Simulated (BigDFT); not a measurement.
Input and output of a self-consistent single point for the molecule C₄H₆GeOS (BigDFT).

All values come from this method and carry its errors: PBE, Daubechies wavelet basis, HGH (Krack) norm-conserving potentials made for PBE, isolated boundary conditions (BigDFT).

SMILES: Sc1occ[c]1[GeH3]
```xyz
13

S     -0.2789     2.4630    -0.7683
C     -0.8139     0.7971    -0.3504
O     -2.0399     0.3319    -0.2834
C     -1.9993    -0.9362     0.0554
C     -0.6991    -1.3524     0.2259
C      0.0672    -0.2219    -0.0391
Ge     2.0020    -0.1346     0.0270
H     -0.4174     3.2290     0.4166
H     -2.8627    -1.6029     0.1927
H     -0.3319    -2.3502     0.5079
H      2.3940     0.9580     1.0531
H      2.4424     0.3447    -1.3964
H      2.5376    -1.5257     0.3590
```
Charge 0, spin multiplicity 1.

Reference input (self-consistent single point, DFT, PBE, Daubechies wavelet basis, HGH (Krack) norm-conserving potentials made for PBE, isolated boundary conditions): basis = Daubechies wavelets; dft.hgrids = 0.33 bohr; dft.rmult = 5 8; dft.ixc = PBE; potentials = built-in HGH-K PBE; boundary_conditions = free; dft.gnrm_cv = 1e-04; dft.itermax = 80; dft.idsx = 6; dft.nrepmax = 3. This run's input differs from it in these lines:

```diff
@@ -2,4 +2,4 @@
 dft:
-  hgrids: 0.33
-  rmult: [5, 8]
+  hgrids: 0.38
+  rmult: [5, 7]
   ixc: PBE
```

Log, with long lists cut:

```
  #------------------------------------------------------------------- Self-Consistent Cycle
 Ground State Optimization:
 - Hamiltonian Optimization: &itrp001
   - Subspace Optimization: &itrep001-01
       Wavefunctions Iterations:
 iter:  1, EKS: -5.57803159555465129E+01, gnrm:  2.13E-01, D: -3.99E-01,
 iter:  2, EKS: -5.62530371053614786E+01, gnrm:  8.89E-02, D: -4.73E-01,
 iter:  3, EKS: -5.63353257973375889E+01, gnrm:  5.69E-02, D: -8.23E-02,
 iter:  4, EKS: -5.63617757053634563E+01, gnrm:  2.91E-02, D: -2.64E-02,
 iter:  5, EKS: -5.63714755992666028E+01, gnrm:  1.43E-02, D: -9.70E-03,
   [... lines left out ...]
 iter:  12, EKS: -5.63763195604912397E+01, gnrm:  6.63E-04, D: -2.17E-05,
 iter:  13, EKS: -5.63763278356949940E+01, gnrm:  4.59E-04, D: -8.28E-06,
 iter:  14, EKS: -5.63763324956554612E+01, gnrm:  3.16E-04, D: -4.66E-06,
 iter:  15, EKS: -5.63763344975695730E+01, gnrm:  2.31E-04, D: -2.00E-06,
 iter:  16, EKS: -5.63763354946940325E+01, gnrm:  1.66E-04, D: -9.97E-07,
 iter:  17, EKS: -5.63763361651271779E+01, gnrm:  1.23E-04, D: -6.70E-07,
 iter:  18, EKS: -5.63763365054317660E+01, gnrm:  9.11E-05, D: -3.40E-07,
       -  &FINAL001  { #---------------------------------------------------------- iter: 19
 iter:  19, EKS: -5.63763367121876087E+01, gnrm:  9.11E-05, D: -2.07E-07,  #FINAL
        #Eigenvalues and New Occupation Numbers
       Orbitals: [
   [... 16 lines left out ...]
 Last Iteration                        : *FINAL001
  #---------------------------------------------------------------------- Forces Calculation
 Total electronic charge               :  37.999999324469
 Electric Dipole Moment (AU):
   P vector                            :  [ -1.16159E-01, -4.549347E-01,  4.345453E-01 ]
   norm(P)                             :  6.39756242E-01
 Electric Dipole Moment (Debye):
   P vector                            :  [ -2.952467E-01, -1.156329E+00,  1.104504E+00 ]
   norm(P)                             :  1.62609802E+00
 BigDFT infocode                       :  0
   [... lines left out ...]
 -  {H: [-6.355974539318E-03,  7.946060502410E-03, -2.376600698347E-03]} # 0010
 -  {H: [ 2.409690940724E-03, -5.265259114518E-03, -1.398030177075E-03]} # 0011
 -  {H: [ 2.383504793495E-03, -4.316364327854E-03,  7.945112729255E-03]} # 0012
 -  {H: [ 2.039504462826E-03, -1.192172918359E-03,  1.279280100159E-03]} # 0013
 Energy (Hartree)                      : -5.63763367121876087E+01
 Force Norm (Hartree/Bohr)             :  1.32148340932099068E-01
```

The run converged in 19 iterations. Against the reference run the free energy goes up by 6.6 meV/atom and the largest force hardly changes (3.635 to 3.640 eV/Å).

The grid can part forces that symmetry would make equal. Forces above 1 eV/Å remain at this geometry. This run is one point of a test of settings, so its values need not be converged; read them against the reference run alone. The geometry comes from a cheaper method or was typed, in some cases with atoms then moved at random; it is not relaxed at this level, and the species need not be a known compound. A coarse multiplier of 5 or less cuts the tails of heavy atoms' orbitals, which raises levels.

These are the values that this program gave, and no reference: the built-in potentials of some of these elements keep semicore shells in the core, which can shift energies, forces and lattice constants.

Cost on one core: about 100 core-seconds (a rough figure).
